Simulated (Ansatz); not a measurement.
CsPbBr3 (Pnma) was relaxed and computed twice in Ansatz (plane waves, PAW), once with LDA and once with PBEsol.

```tsv
	run 1	run 2
cell	a = 8.3764 Å, b = 11.5024 Å, c = 7.5679 Å, α = 90.00°, β = 90.00°, γ = 90.00°	a = 8.393 Å, b = 11.640 Å, c = 7.978 Å, α = β = γ = 90.00°
gap (eV)	1.71	1.85
ΔH_f (eV/atom)	-1.27	-1.28
B₀ by P(V) fit (GPa)	18.1	17.1
K_Hill (GPa)	19.7	18.8
G_Hill (GPa)	7.3	6.8
electron conductivity mass (mₑ)	0.31	0.29
Θ_D (K)	118	116
```

Task: Which run used which functional?

Result: Run 1 is LDA, run 2 is PBEsol.

All cells were relaxed under the symmetry of their starts (and spin orders); stability against distortions was not tested throughout. Scalar-relativistic: spin–orbit coupling is off unless named, which matters more the heavier the elements.

Potentials: the later of the program's two PAW sets.

Ansatz (a first-principles code) is a plane-wave DFT program.

Formation energies count from the lowest solids of the elements computed at the same level, not from gases.
